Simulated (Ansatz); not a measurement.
**Bi2Te2Pb6S7, one structure, two calculations**

Cell: a COD entry (perhaps calculated rather than measured), its atoms then relaxed with PBE in this cell.

```cif
data_structure
_symmetry_space_group_name_H-M 'P 1'
_symmetry_Int_Tables_number 1
_cell_length_a 30.8561
_cell_length_b 30.8561
_cell_length_c 30.8561
_cell_angle_alpha 7.883
_cell_angle_beta 7.883
_cell_angle_gamma 7.883
_cell_volume 479.28
loop_
_atom_site_label
_atom_site_type_symbol
_atom_site_fract_x
_atom_site_fract_y
_atom_site_fract_z
_atom_site_occupancy
Bi1 Bi 0.03608 0.03608 0.03608 1
Bi2 Bi 0.96392 0.96392 0.96392 1
Te3 Te 0.68323 0.68323 0.68323 1
Te4 Te 0.31677 0.31677 0.31677 1
Pb5 Pb 0.74030 0.74030 0.74030 1
Pb6 Pb 0.25970 0.25970 0.25970 1
Pb7 Pb 0.44419 0.44419 0.44419 1
Pb8 Pb 0.55581 0.55581 0.55581 1
Pb9 Pb 0.14807 0.14807 0.14807 1
Pb10 Pb 0.85193 0.85193 0.85193 1
S11 S 0.38849 0.38849 0.38849 1
S12 S 0.61151 0.61151 0.61151 1
S13 S 0.09229 0.09229 0.09229 1
S14 S 0.90771 0.90771 0.90771 1
S15 S 0.79614 0.79614 0.79614 1
S16 S 0.20386 0.20386 0.20386 1
S17 S 0.50000 0.50000 0.50000 1
```

Atoms are numbered from 1 in the order listed; like atoms form one site, named after its first atom.

First run. All values are calculated (Ansatz; DFT, PBE, plane waves and PAW, scalar-relativistic, 420 eV cutoff, Γ-centred 8×8×8 k-points, Fermi–Dirac smearing 0.02 eV), not measured.

```tsv
site	atom	V_zz (10²¹ V/m²)	η
Bi	1	-0.51	0.00
Te	3	1.61	0.00
Pb5	5	0.35	0.00
Pb7	7	0.23	0.00
Pb9	9	0.19	0.00
S11	11	0.31	0.00
S13	13	-0.13	0.00
S15	15	-0.16	0.00
S17	17	-0.16	0.00
```

Second run. The same atoms and settings, except that the functional is r2SCAN and the cutoff is 500 eV.

Task: What does the second run give?

Result: 

```
site  atom   V_zz     η  change of V_zz
  Bi     1  -0.38  0.00           +0.13
  Te     3   0.98  0.00           -0.63
 Pb5     5   0.34  0.00           -0.01
 Pb7     7   0.23  0.00            0.00
 Pb9     9   0.19  0.00            0.00
 S11    11   0.24  0.00           -0.07
 S13    13  -0.15  0.00           -0.02
 S15    15  -0.17  0.00           -0.01
 S17    17  -0.17  0.00           -0.01
```

The largest change of V_zz is on Te, from 1.61 to 0.98. In per cent, |V_zz| changes by -26 on Bi, -39 on Te (all sites that start above 0.5).

Spin–orbit coupling is left out, which shifts gradients on Bi and Pb by a few per cent in wide-gap crystals, and can shift them far more where the calculated gap is small or absent, as here.
For the first run: With a gap of 0.4 eV on this mesh, small gradients can still move by 0.1 × 10²¹ V/m² or more as the k-mesh gets denser.
For the second run: With a gap of 0.7 eV on this mesh, small gradients can still move by 0.1 × 10²¹ V/m² or more as the k-mesh gets denser.
